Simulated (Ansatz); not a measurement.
C in space group P4_32_12 (No. 96; C on 4a, C on 8b), PBE in the plane-wave PAW code Ansatz. The conduction-band minimum lies at Γ, with 1 equivalent valley. Second derivatives d²E/dk² of the lowest band at one valley (eV·Å²), along Cartesian directions:

```csv
direction,d²E/dk²
[100],17.39
[010],17.39
[001],18.19
[110],17.38
[101],17.78
[011],17.78
```

Problem. Find the principal effective masses, the density-of-states mass and the conductivity mass.

Solution. Off-diagonal terms follow from H_xy = H[110] − (H_xx + H_yy)/2, and m*/mₑ = 7.620 eV·Å² over each eigenvalue: 0.42, 0.44, 0.44. One valley's DOS mass (m₁m₂m₃)^(1/3) = 0.43, conductivity mass 3/(Σ 1/mᵢ) = 0.43 mₑ.

Problem. What effective density of states Nc follows at 300 K for parabolic valleys?

Solution. Nc = 2.509e19 × 1 × (0.43)^(3/2) ≈ 7.1e18 cm⁻³.

The start of the workflow was typed in or built on a structure type; neither database checked (COD, Materials Project) lists it. It is not the phase usual at ambient conditions (space group No. 194, 227). Symmetry was held in the PBE relaxation; its stability against distortions is not shown here. The volume moved by 16 % from the start of the relaxation.

Potentials: the earlier of the program's two PAW sets.

Edges and masses are those of Kohn–Sham bands, whose gap is no quasiparticle gap.
